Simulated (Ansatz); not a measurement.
NiGe:
```
NiGe
1.0
    5.27472     0.00000     0.00000
    0.00000     3.46830     0.00000
    0.00000     0.00000     5.81462
Ni Ge
4 4
Cartesian
  2.66430   0.86708   4.03371
  0.02694   0.86708   4.68821
  2.61042   2.60123   1.78090
  5.24778   2.60123   1.12641
  3.64497   0.86708   0.50416
  1.00761   0.86708   2.40315
  1.62975   2.60123   5.31045
  4.26711   2.60123   3.41147
```

Relaxed with r²SCAN. Special points in fractions of this cell's reciprocal vectors: Γ (0.000, 0.000, 0.000); X (0.500, 0.000, 0.000); S (0.500, 0.500, 0.000); Y (0.000, 0.500, 0.000); Z (0.000, 0.000, 0.500); U (0.500, 0.000, 0.500); R (0.500, 0.500, 0.500); T (0.000, 0.500, 0.500).

**Question.** List the band energies nearest the Fermi level at these points for r²SCAN with spin–orbit coupling (plane waves, PAW; program Ansatz).

**Answer.** In eV from the Fermi level; about four levels below and three above (degenerate sets whole), none deeper than 8.9 eV; points with the same levels are listed once.

```csv
k,below,above
Γ,-1.11 -1.11 -0.81 -0.81,0.83 0.83 0.99 0.99
X,-1.68 -1.68 -1.68 -1.68,0.98 0.98 0.98 0.98
S,-1.42 -1.42 -1.42 -1.42,0.29 0.29 0.29 0.29 0.29 0.29 0.29 0.29
Y,-0.52 -0.52 -0.52 -0.52,2.16 2.16 2.16 2.16
Z,-0.22 -0.22 -0.22 -0.22,1.01 1.01 1.01 1.01
U,-0.93 -0.93 -0.93 -0.93,0.83 0.83 0.83 0.83
R,-1.67 -1.67 -1.67 -1.67 -1.67 -1.67 -1.67 -1.67,2.49 2.49 2.49 2.49
T,-1.59 -1.59 -1.59 -1.59,0.39 0.39 0.39 0.39
```

Space group Pnma. The r²SCAN relaxation kept the symmetry of its start. The workflow began spin-polarised and lost its moments.

Potentials: the later of the program's two PAW sets.
